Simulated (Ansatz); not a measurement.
Structure relaxation, GaIr

The start is a randomly generated symmetric cell of GaIr (space group No. 164). Cell shape, volume and atoms are optimised at zero target pressure with PBEsol (plane waves to 420 eV, PAW, scalar-relativistic; Ansatz, an electronic-structure program). The first steps use a coarse 8×8×6 k-mesh.

Input geometry:
```
CELL_PARAMETERS angstrom
      4.50895     0.00000     0.00000
     -2.25447     3.90487     0.00000
      0.00000     0.00000     5.29913
ATOMIC_POSITIONS crystal
  Ga 0.33333 0.66667 0.64846
  Ga 0.66667 0.33333 0.35154
  Ga 0.00000 0.00000 0.00000
  Ir 0.50000 0.00000 0.00000
  Ir 0.00000 0.50000 0.00000
  Ir 0.50000 0.50000 0.00000
```

Question: What pressure does the first self-consistent step give?

Answer: +117 GPa (positive: the cell is compressed).

Question: What is the largest force in the starting geometry, and on which atom (counted from 1)?

Answer: 8.64 eV/Å, on Ga1, Ga2 (atoms numbered as listed).

Question: Does the structure survive the relaxation? Give the final space group.

Answer: The space group goes from P-3m1 (No. 164) to P6/mmm (No. 191); the end is AFLOW prototype AB_hP6_191_f_ad (B35, as in CoSn), with 6 atoms in the primitive cell.

Question: By how much does the energy per atom fall from start to end?

Answer: 2.57 eV/atom.

Question: How does the volume per atom move from start to end?

Answer: +8.5 %, from 15.55 to 16.87 Å³/atom.

Question: Is the relaxed structure metallic? Give its gap.

Answer: Zero (metallic).

Question: Give the final cell and atomic positions.

Answer: 
```cif
data_Ga3Ir3
_chemical_formula_sum 'Ga3 Ir3'
_space_group_name_H-M_alt 'P6/mmm'
_space_group_IT_number 191
_space_group_name_Hall '-P 6 2'
_cell_length_a 5.37768
_cell_length_b 5.37768
_cell_length_c 4.04091
_cell_angle_alpha 90.000
_cell_angle_beta 90.000
_cell_angle_gamma 120.000
loop_
_atom_site_label
_atom_site_type_symbol
_atom_site_symmetry_multiplicity
_atom_site_Wyckoff_symbol
_atom_site_fract_x
_atom_site_fract_y
_atom_site_fract_z
_atom_site_occupancy
Ga1 Ga 2 d 0.33333 0.66667 0.50000 1
Ga2 Ga 1 a 0.00000 0.00000 0.00000 1
Ir1 Ir 3 f 0.00000 0.50000 0.00000 1
```

Final values are on a 10×10×12 k-mesh of the relaxed cell. No spin polarisation in the result.

The run could not lose the symmetry of its start, so the end can be a saddle point.

The relaxed structure here is a generated cell of GaIr: the first start was made by a random draw of sites in a space group, and the end was not matched to a known phase here, so it may be hypothetical.
